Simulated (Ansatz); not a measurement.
Data:

Al:
```cif
data_Al2
_chemical_formula_sum 'Al2'
_space_group_name_H-M_alt 'P63/mmc'
_space_group_IT_number 194
_space_group_name_Hall '-P 6c 2c'
_cell_length_a 2.83924
_cell_length_b 2.83924
_cell_length_c 4.67114
_cell_angle_alpha 90.000
_cell_angle_beta 90.000
_cell_angle_gamma 120.000
loop_
_atom_site_label
_atom_site_type_symbol
_atom_site_symmetry_multiplicity
_atom_site_Wyckoff_symbol
_atom_site_fract_x
_atom_site_fract_y
_atom_site_fract_z
_atom_site_occupancy
Al1 Al 2 c 0.33333 0.66667 0.25000 1
```

This is the PBEsol-relaxed structure.

Q: All from DFT-PBEsol in the program Ansatz with PAW potentials, unless another level is named. Estimate the vibrational entropy at 300 K.

A: 28.0 J/(K·mol of atoms).

Q: Give the Poisson's ratio.

A: 0.37.

Space group P6_3/mmc (hcp (Mg type)). The workflow started from a Materials Project entry (that database holds measured and hypothetical structures alike); the Crystallography Open Database copy checked does not list it. It is not the phase usual at ambient conditions (space group No. 225). The cell was relaxed with PBEsol under the symmetry of its start; phonons on a q-mesh show no instability.

Potentials: the earlier of the program's two PAW sets.
